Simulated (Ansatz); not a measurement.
# Cd₃SeS₂ (P3m1) at 2 levels of theory

One geometry, relaxed with PBE; plane waves with PAW potentials in Ansatz, scalar-relativistic. No spin polarisation. Gaps are the least over mesh and band path; pressure is positive in compression.

```cif
data_structure
_symmetry_space_group_name_H-M 'P3m1'
_symmetry_Int_Tables_number 156
_cell_length_a 4.2523
_cell_length_b 4.2523
_cell_length_c 10.4285
_cell_angle_alpha 90.000
_cell_angle_beta 90.000
_cell_angle_gamma 120.000
_cell_volume 163.30
loop_
_atom_site_label
_atom_site_type_symbol
_atom_site_symmetry_multiplicity
_atom_site_Wyckoff_symbol
_atom_site_fract_x
_atom_site_fract_y
_atom_site_fract_z
_atom_site_occupancy
Cd1 Cd 1 a 0.00000 0.00000 0.99097 1
Cd2 Cd 1 b 0.33333 0.66667 0.66659 1
Cd3 Cd 1 c 0.66667 0.33333 0.34292 1
Se1 Se 1 a 0.00000 0.00000 0.24786 1
S1 S 1 b 0.33333 0.66667 0.91300 1
S2 S 1 c 0.66667 0.33333 0.58866 1
```

| level | cutoff (eV) | k mesh | gap (eV) | pressure (GPa) |
| --- | --- | --- | --- | --- |
| PBE | 420 | 6×6×4 | 0.66 | 0.0 |

Question: What comes out on the same cell with r2SCAN?

Answer:
| level | cutoff (eV) | k mesh | gap (eV) | pressure (GPa) |
| --- | --- | --- | --- | --- |
| r2SCAN | 500 | 6×6×4 | 1.11 | -1.4 |

It was reached by relaxing an invented guess, and it needn't be the stable form of this composition.
